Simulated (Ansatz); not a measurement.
Input:

MoS₂:
```
MoS2
1.0
    3.12776     0.00000     0.00000
   -1.56388     2.70872     0.00000
    0.00000     0.00000    12.19935
Mo S
2 4
Direct
  0.00000   0.00000   0.25000
  0.00000   0.00000   0.75000
  0.33333   0.66667   0.37714
  0.66667   0.33333   0.62286
  0.66667   0.33333   0.87714
  0.33333   0.66667   0.12286
```

This is the LDA-relaxed structure.

Problem. All from plane-wave PAW LDA (Ansatz code), unless another level is named. Estimate the Young's modulus.

Solution. 84.8 GPa.

Problem. Next, the vibrational entropy at 300 K?

Solution. 20.9 J/(K·mol of atoms).

Space group P6_3/mmc. The workflow started from a Materials Project entry (that database holds measured and hypothetical structures alike). Its sites differ from those of the usual phase in this space group: another stacking or structure type. The cell was relaxed with LDA under the symmetry of its start; its stability against distortions is not shown here. No spin polarisation was allowed. A crystal of weakly bound layers computed without a dispersion correction: the cell and the soft elastic constants depend strongly on that.

Potentials: the earlier of the program's two PAW sets. The files were generated under PBE; for other functionals the program regenerates the frozen cores, and for LDA and PBEsol the local potential too.
